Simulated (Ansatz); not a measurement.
Theory: DFT PBE, scalar-relativistic, plane waves, PAW in Ansatz 0.2.0. Settings: cutoff 420 eV, Γ-centred meshes spaced at most about 0.3 Å⁻¹, and about 0.25 Å⁻¹ or finer for metals (2π included), Gaussian smearing. No spin polarisation in the final relaxations.

These are static total energies at zero pressure.

Two forms of AlPd4 were relaxed alike.

A.

Space group I4/mmm (No. 139). a = 5.985 Å, b = 5.985 Å, c = 5.132 Å, α = 90.00°, β = 90.00°, γ = 90.00°
| atom | site | symmetry | x | y | z |
| --- | --- | --- | --- | --- | --- |
| Al | 2a | 4/mmm | 0.0000 | 0.0000 | 0.0000 |
| Pd | 8h | m.2m | 0.2176 | 0.2176 | 0.5000 |

B.

Space group P-43m (No. 215). a = 4.484 Å, b = 4.484 Å, c = 4.484 Å, α = 90.00°, β = 90.00°, γ = 90.00°
| atom | site | symmetry | x | y | z |
| --- | --- | --- | --- | --- | --- |
| Al | 1a | -43m | 0.0000 | 0.0000 | 0.0000 |
| Pd | 4e | .3m | 0.7118 | 0.7118 | 0.7118 |

**Question.** Which form is favoured at zero pressure, and by what margin per atom?

**Answer.** A is lower, by 77 meV/atom. A has space group I4/mmm (No. 139), 18.4 Å³/atom and no gap on its mesh; B has space group P-43m (No. 215), 18.0 Å³/atom and no gap. Counting all near atoms (those within 1.25 times the shortest distance at each site; a plus sign parts nearer from farther groups), A has Al 4, Pd 5 and B has Al 4, Pd 1+3. Even the lower one lies +0.08 eV/atom against the reference forms of the elements (uncorrected), so neither is stable at this level. In A, around Al lie 4 Pd at 2.39 Å; Pd is surrounded by 1 Al at 2.39 Å and 4 Pd at 2.60–2.62 Å. In B, Al has 4 Pd at 2.24 Å; around Pd lie 1 Al at 2.24 Å and 3 Pd at 2.69 Å. Both come from invented guesses. A third cell relaxed alike, in P-3m1, lies 0.44 eV/atom below the lower of the two.

Cells relaxed within their symmetry can be saddle points.
